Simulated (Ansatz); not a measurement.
Relaxed candidate structures of Se:

**A**
```xyz
2
Lattice="-2.8117 2.8117 1.3580 2.8117 -2.8117 1.3580 2.8117 2.8117 -1.3580" Properties=species:S:1:pos:R:3 pbc="T T T"
Se     2.8117     0.0000     0.6790
Se     0.0000     0.0000     1.3580
```

**B**
```
CELL_PARAMETERS angstrom
      4.03928     0.00000     0.00000
     -2.01964     3.49812     0.00000
      0.00000     0.00000     5.12079
ATOMIC_POSITIONS crystal
  Se 0.24866 0.00000 0.83333
  Se 0.00000 0.24866 0.16667
  Se 0.75134 0.75134 0.50000
```

**C**
```
CELL_PARAMETERS angstrom
      0.00000     3.11137     3.11137
      3.11137     0.00000     3.11137
      3.11137     3.11137     0.00000
ATOMIC_POSITIONS crystal
  Se 0.50000 0.50000 0.50000
  Se 0.75000 0.75000 0.75000
```

**D**
```
CELL_PARAMETERS angstrom
      3.58593     0.00000     0.00000
     -1.79297     3.10551     0.00000
      0.00000     0.00000     3.79083
ATOMIC_POSITIONS crystal
  Se 0.33333 0.66667 0.75000
  Se 0.66667 0.33333 0.25000
```

**E**
```
Se
1.0
    5.39404     0.00000     0.00000
    0.00000     5.39404     0.00000
    0.00000     0.00000     5.39404
Se
8
Direct
  0.00000   0.00000   0.00000
  0.50000   0.50000   0.50000
  0.00000   0.50000   0.25000
  0.00000   0.50000   0.75000
  0.25000   0.00000   0.50000
  0.75000   0.00000   0.50000
  0.50000   0.75000   0.00000
  0.50000   0.25000   0.00000
```

Question: Put the candidates in order of energy per atom, lowest first, for PBEsol (plane waves to 420 eV, PAW, scalar-relativistic; Ansatz, a first-principles code).

Answer: B (reference, the lowest among the structures calculated here), D (+0.28 eV/atom), A (+0.31 eV/atom), C (+0.54 eV/atom), E (+0.65 eV/atom)

Question: Which candidates are metallic at this level, and what gaps do the others have?

Answer: No gap: A, C, D, E. B: 0.39 eV (no spin-orbit coupling).

 2 generated cells of layers, chains or molecules, poorly bound without dispersion, are left out. Each run could gain symmetry but not lose that of its start, so entries can be saddle points. From databases, or of a type measured for this composition: P3₁21, hP3, AFLOW prototype A_hP3_152_a (A8, as in Se); the others are generated cells (placed on structure types, drawn at random, substituted or restacked) that were not matched to a known phase here. Static energies at zero pressure. No spin polarisation in the result. Without a van der Waals term the distances between weakly bound units are poorly fixed.
